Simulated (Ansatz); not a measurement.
**Clamped-ion strain scan in Ba**

All numbers below come from DFT r2SCAN, scalar-relativistic, plane waves, PAW (Ansatz 0.2.0). Settings: plane waves to 500 eV, k-mesh 14×14×8 (Γ-centred), Gaussian smearing 0.15 eV. No spin polarisation. Energies are free energies at this smearing, counted from the undisturbed cell; pressure is positive in compression.

The undisturbed cell (as given, not relaxed at this level; it stands at 0.6 GPa; this form isn't the usual structure):

```
Ba
1.0
     1.95500   -3.65000    0.00000
     1.95500    3.65000    0.00000
     0.00000    0.00000    5.70000
Ba
1
Direct
  0.00000 0.00000 0.00000
```

The cell is strained by ε times the Voigt pattern (0, 0, 0, 0, 0, 1) (xx, yy, zz, yz, xz, xy; engineering shear) with fractional coordinates fixed. The cell is metallic on the mesh throughout.

| ε | ΔE (meV/atom) | stress summed along the pattern (GPa, tension positive) | pressure (GPa) |
| --- | --- | --- | --- |
| -0.0600 | 4.6 | -0.23 | 0.6 |
| -0.0300 | 1.2 | -0.12 | 0.6 |
| 0.0000 | 0.0 | 0.00 | 0.6 |
| 0.0075 | 0.1 | 0.03 | 0.6 |
| 0.0150 | 0.3 | 0.06 | 0.6 |
| 0.0225 | 0.7 | 0.09 | 0.6 |
| 0.0375 | 1.8 | 0.15 | 0.6 |
| 0.0450 | 2.6 | 0.18 | 0.6 |
| 0.0525 | 3.5 | 0.21 | 0.6 |

By symmetry 0.0600 repeats -0.0600, -0.0450 repeats 0.0450, 0.0300 repeats -0.0300, -0.0150 repeats 0.0150 in energy, with the opposite slope along the path.